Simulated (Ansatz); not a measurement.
A crystal relaxed with r2SCAN in Ansatz has space group F-43m (No. 216) and a = 4.356 Å.

```
atom  site       x       y       z
  Xx    4a  0.0000  0.0000  0.0000
   C    4d  0.2500  0.2500  0.7500
```

r2SCAN gives an indirect gap of 1.71 eV, from Γ to X; the least direct gap is 5.05 eV at X. HSE06 gives an indirect gap of 2.23 eV, from Γ to X; the least direct gap is 5.72 eV at X. The PBE gap is indirect, 1.36 eV (Γ to X), below the direct gap of 4.55 eV at X. Meshes: r2SCAN 10×10×10, HSE06 8×8×8, PBE 10×10×10. r2SCAN's ε∞ is 6.5 in all directions.

Q: Which element is Xx?
A. Si
B. Pb
C. Ge
D. Sn

A: A. Xx is Si: SiC built on the zincblende prototype. Around Si lie 4 C at 1.89 Å; around C lie 4 Si at 1.89 Å.

The values are computed, spin-unpolarised, and not measurements.

The meshes of the hybrids are coarse, so their gaps aren't converged to the digits shown.
